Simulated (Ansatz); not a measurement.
## Property card for Cs

Cs:
```
CELL_PARAMETERS angstrom
     -2.41913     2.41913     8.74564
      2.41913    -2.41913     8.74564
      2.41913     2.41913    -8.74564
ATOMIC_POSITIONS crystal
  Cs 0.25000 0.75000 0.50000
  Cs 0.50000 0.50000 0.00000
```

Space group I4_1/amd (No. 141); conventional cell a = b = 4.8383 Å, c = 17.4913 Å, α = β = γ = 90.00°.

Method: the program Ansatz at the LDA level (PAW). Geometry: relaxed at this level of theory. Other levels are named where they apply.

### Cell and energy

| Property | Result |
|---|---|
| Volume per atom | 102.36 Å³ |
| Density | 2.16 g/cm³ |

### Electronic structure

| Item | Value |
|---|---|
| Electronic character | metallic (no gap) |
| Density of states at the Fermi level | 1.0 states/eV per atom (mean over ±0.08 eV) |

### Mechanics

| Property | Value |
|---|---|
| Bulk modulus (Birch–Murnaghan fit) | 2.2 GPa |
| Pressure derivative B′ | 3.4 |

### Phonons

| Property | Result |
|---|---|
| Highest zone-centre frequency | 40 cm^-1 |
| Zone-centre stability | no imaginary mode at Γ |

The first step of the workflow began from a Materials Project structure, measured or hypothetical; the Crystallography Open Database copy checked does not list it. It is not the phase usual at ambient conditions (space group No. 229). Symmetry was held in the LDA relaxation. As this level gives no gap, phonon frequencies hold no LO–TO term and depend on the k-mesh and smearing (Fermi–Dirac, 0.1 eV here). Axis ratios of metals converge slowly with the k-mesh, so a and c are less sure than the volume. Spin–orbit coupling is left out wherever it is not named.

Potentials: the later of the program's two PAW sets.
